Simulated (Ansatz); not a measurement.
CdS in space group P6_3mc (No. 186; Pearson symbol hP12), LDA (plane waves, PAW; program Ansatz). The conduction-band minimum lies at Γ, with 1 equivalent valley. Second derivatives d²E/dk² of the lowest band at one valley (eV·Å²), along Cartesian directions:

| direction | d²E/dk² |
|---|---|
| [100] | 70.47 |
| [010] | 70.47 |
| [001] | 71.76 |
| [110] | 70.47 |
| [101] | 71.15 |
| [011] | 71.15 |

Task: Find the principal effective masses, the density-of-states mass and the conductivity mass.

Result: Off-diagonal terms follow from H_xy = H[110] − (H_xx + H_yy)/2, and m*/mₑ = 7.620 eV·Å² over each eigenvalue: 0.11, 0.11, 0.11. One valley's DOS mass (m₁m₂m₃)^(1/3) = 0.11, conductivity mass 3/(Σ 1/mᵢ) = 0.11 mₑ.

Task: What effective density of states Nc follows at 300 K for parabolic valleys?

Result: Nc = 2.509e19 × 1 × (0.11)^(3/2) ≈ 9.2e17 cm⁻³.

The cell is a constructed one: a structure type filled with these elements. Its sites differ from those of the usual phase in this space group: another stacking or structure type. Symmetry was held in the LDA relaxation; whether a distortion lowers the energy is not shown. Spin–orbit coupling is left out wherever it is not named.

Potentials: the later of the program's two PAW sets.

Edges and masses are those of Kohn–Sham bands, whose gap is no quasiparticle gap.
